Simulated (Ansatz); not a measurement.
Cs₂InAgBr₆:
```cif
data_AgBr6Cs2In
_chemical_formula_sum 'Cs2 In1 Ag1 Br6'
_space_group_name_H-M_alt 'P 1'
_space_group_IT_number 1
_cell_length_a 7.82594
_cell_length_b 7.82594
_cell_length_c 7.82594
_cell_angle_alpha 60.000
_cell_angle_beta 60.000
_cell_angle_gamma 60.000
loop_
_space_group_symop_operation_xyz
  'x, y, z'
loop_
_atom_site_label
_atom_site_type_symbol
_atom_site_fract_x
_atom_site_fract_y
_atom_site_fract_z
_atom_site_occupancy
Cs1 Cs 0.75000 0.75000 0.75000 1
Cs2 Cs 0.25000 0.25000 0.25000 1
In1 In 0.00000 0.00000 0.00000 1
Ag1 Ag 0.50000 0.50000 0.50000 1
Br1 Br 0.75599 0.24401 0.24401 1
Br2 Br 0.24401 0.75599 0.75599 1
Br3 Br 0.24401 0.75599 0.24401 1
Br4 Br 0.75599 0.24401 0.75599 1
Br5 Br 0.24401 0.24401 0.75599 1
Br6 Br 0.75599 0.75599 0.24401 1
```

Relaxed with r²SCAN. 

HSE06 on this cell (Ansatz, a program for electronic structure, PAW) gives a gap of 1.34 eV. What does r²SCAN give?

0.76 eV.

Cost on shared cores: the r²SCAN run (SCF on a 5×5×5 mesh, then bands and DOS) roughly 4 core-minutes, the HSE06 run (SCF on 3×3×3, then a few points) roughly 9 core-minutes; the tasks are unlike.

Space group Fm-3m. The first step of the workflow began from a Materials Project structure, measured or hypothetical; the Crystallography Open Database copy checked does not list it. Its standing as an ambient phase is unchecked. The cell was relaxed with r²SCAN under the symmetry of its start; whether a distortion lowers the energy is not shown. The run is not spin-polarised. Scalar-relativistic: spin–orbit coupling is off unless named, which matters more the heavier the elements.

Potentials: the later of the program's two PAW sets.

Ansatz is a plane-wave DFT program.
